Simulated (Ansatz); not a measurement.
# MgO: checking an input

MgO is taken as a measured crystal structure (space group Fm-3m), 2 atoms in the cell. The computed pressure is over 10 GPa in size, so the cell is far from the computed equilibrium volume. Source: COD entry 9006469; it may be a high-temperature, high-pressure or metastable form.

These are results of DFT, r2SCAN, PAW, plane waves, scalar-relativistic in Ansatz, not measurements.

```yaml
crystal:
  lattice:
    - [0.0, 2.1636, 2.1636]
    - [2.1636, 0.0, 2.1636]
    - [2.1636, 2.1636, 0.0]
  atoms:
    - { symbol: Mg, position: [0.0, 0.0, 0.0] }
    - { symbol: O, position: [0.5, 0.5, 0.5] }
hamiltonian:
  xc: r2scan
  pseudopotentials: { kind: paw }
basis:
  ecutwfc: 500
kpoints:
  mp_grid: { grid: [8, 8, 8] }
scf:
  occupations: { method: gaussian, width: 0.02 }
  lower_state_search: "off"
  mixing: { algorithm: pulay2 }
output:
  forces: true
  stress: true
```

Gaps of semilocal functionals run low against measured ones.

Command:
```sh
ansatz run input.yaml --threads 2 --pin off --max-ram 5120MiB --backend cpu --events-out ev --progress --plain --runs-dir out
```

Machine: 2 threads of Arm Neoverse V2 (shared host).

Q: Does the program run this input?

A: No, it refuses it: YAML parse error: error: line 19 column 24: unknown variant `pulay2`, expected one of auto, anderson, broyden, msr1 [...]

Q: What has to change?

A: The fault: unknown mixer pulay2. Name one of the mixers that the message lists, or leave the key out. Without it the same cell converges in 6 iterations, with a gap of 4.85 eV on the k-mesh.
